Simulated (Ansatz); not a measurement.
**Relaxing a structure of NbAs**

The start is a randomly generated symmetric cell of NbAs (space group No. 123). The structure is fully relaxed (lattice and positions, P = 0) with PBE (plane waves to 420 eV, PAW, scalar-relativistic; Ansatz, a program for electronic structure). First-step values are on the input's coarse k-mesh.

Ansatz input (later rounds restart from its end on a renewed k-mesh):
Ansatz 0.2 input:
```yaml
crystal:
  lattice:
    - [4.1997458, 0, 0]
    - [0, 4.1997458, 0]
    - [0, 0, 10.2129912]
  atoms:
    - { symbol: As, position: [0.5, 0.5, 0.5] }
    - { symbol: As, position: [0.5, 0.5, 0.17601773] }
    - { symbol: As, position: [0.5, 0.5, 0.82398227] }
    - { symbol: As, position: [0, 0, 0] }
    - { symbol: Nb, position: [0.5, 0, 0.5] }
    - { symbol: Nb, position: [0, 0.5, 0.5] }
    - { symbol: Nb, position: [0.5, 0, 0] }
    - { symbol: Nb, position: [0, 0.5, 0] }
basis: { ecutwfc: 420, ecutrho_ratio: 4, xc_grid: 2, fft_grid_basis: typed }
kpoints: { mp_grid: { grid: [6, 6, 3] } }
hamiltonian:
  xc: pbe
  dispersion: none
  pseudopotentials: { kind: paw }
scf: { occupations: { method: fermi_dirac, width: 0.05 } }
relax: { f_tol: 0.01, max_steps: 100, cell: { stress_tol: 0.02 } }
output: { forces: true, stress: true }
```

**Question.** By how much does the energy per atom fall from start to end?

**Answer.** About 1.5 eV/atom.

**Question.** How does the volume per atom move from start to end?

**Answer.** +2.7 %, from 22.52 to 23.12 Å³/atom.

**Question.** How do the shortest distances between atoms change?

**Answer.** The closest pairs of elements (up to four, under 3.6 Å), start → end: As–Nb 2.10 → 2.46 Å; As–As 3.31 → 2.51 Å; Nb–Nb 2.97 → 3.48 Å.

**Question.** Is the relaxed structure metallic? Give its gap.

**Answer.** Zero (metallic).

The space group stays P4/mmm (No. 123) (the run could not lower it), with 8 atoms in the primitive cell. Final values are on a 10×10×6 k-mesh of the relaxed cell. The start holds a very short contact (As–Nb 2.10 Å). No spin polarisation in the result. A magnetic state may lie lower.

The run could not lower the symmetry of its start; a shaken copy of this end point relaxes with PBE to Pm (No. 6), 0.74 eV/atom lower.

The relaxed structure here is a generated cell of NbAs: the first start was made by a random draw of sites in a space group, and the end was not matched to a known phase here, so it may be hypothetical.
